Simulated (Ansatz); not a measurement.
The elements of this relaxed trial crystal are hidden behind letters.

```
lattice vectors (Å)
  -3.1607    3.1607    6.3037
   3.1607   -3.1607    6.3037
   3.1607    3.1607   -6.3037
fractional positions
X 0.5000 0.5000 0.0000
Z 0.0000 0.5000 0.5000
Z 0.7584 0.7584 0.0000
Z 0.5000 0.0000 0.5000
Z 0.2416 0.2416 0.0000
Q 0.7500 0.2500 0.5000
Q 0.2500 0.7500 0.5000
Q 0.0000 0.0000 0.0000
```

All numbers below come from DFT PBE, scalar-relativistic, plane waves, PAW (Ansatz 0.2.0). Plane waves to 420 eV, an 8×8×8 mesh through Γ for the 8-atom cell and 0.01 eV Gaussian smearing; no spin polarisation.

```
Space group                              : I4/mmm (No. 139)
Conventional cell                        : a = 6.321 Å, c = 12.607 Å
Volume per atom                          : 31.49 Å³
Density                                  : 7.87 g/cm³
Formation energy                         : −0.506 eV/atom
Gap on the 8×8×8 mesh of the 8-atom cell : 0.28 eV
```

Energies are uncorrected and count from the elements' standard states at the same level.

Problem. X is a p-block element of period 5, Z is a p-block element of period 6 and Q is a p-block element of period 4. Which elements are they?

Solution. X = Te, Z = Pb, Q = Se, so the formula is TePb4Se3. Density times volume gives a mean mass of 7.87 × 31.49/1.6605 = 149.2 u per atom, and this set has 149.2 u. Te is surrounded by 6 Pb at 3.16–3.26 Å; Pb on a site of symmetry mmm has 4 Se at 3.15–3.16 Å and 2 Te at 3.16 Å; Se on a site of symmetry -4m2 is surrounded by 6 Pb at 3.15–3.16 Å; 2 more sites not described. Other sets within the hints have nearly the same mass, so mass alone doesn't settle it; this one was computed.

Spin–orbit coupling, which can matter for Pb and Te, is left out. Kohn–Sham gaps at this level usually fall short of measured ones. The missing spin–orbit coupling can work the other way here. Symmetry constrained the relaxation, so the result can be a saddle point.
